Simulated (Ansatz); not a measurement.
Simulated powder pattern, neutron, λ = 1.5401 Å (kinematic, ideal powder, no thermal factors, coherent scattering alone; the 30 strongest lines at most, above 1 %, up to 2θ = 90°):

```
2θ (°)  I/Imax (%)
------  ----------
13.69          2.4
26.35           20
27.54          100
27.58           35
34.88          4.0
41.87           10
41.90          2.2
45.74           80
45.79           80
47.97          1.4
53.56          5.5
54.23           30
54.25           63
54.29           28
58.78          1.6
63.74          5.1
63.75          6.6
66.72           44
68.54          2.7
73.03          7.0
73.15          1.7
73.59           38
73.65           18
73.70           21
77.52          2.2
81.93          7.5
84.63           33
84.66           66
84.76           32
86.35          2.1
```

The pattern belongs to a structure relaxed with PBE in the plane-wave PAW code Ansatz.

### Question
Pick the material that matches.
A) Ge2Rh, P6/mmm (Rh on 1a, Ge on 2d)
B) SiC, CsCl type
C) GeW3, Fm-3m (Ge on 4a, W on 4b, W on 8c)
D) SiGe, R-3m (Si on 6c, Ge on 6c)

### Answer
D, SiGe, R-3m (Si on 6c, Ge on 6c)

### Question
Give the lattice parameters.

### Answer
a = 3.963 Å, c = 19.384 Å.

The start of the workflow was typed in or built on a structure type; neither database checked (COD, Materials Project) lists it. Whether it is the stable phase at ambient conditions was not checked. The cell was relaxed with PBE under the symmetry of its start; its stability against distortions is not shown here.

Potentials: the later of the program's two PAW sets.
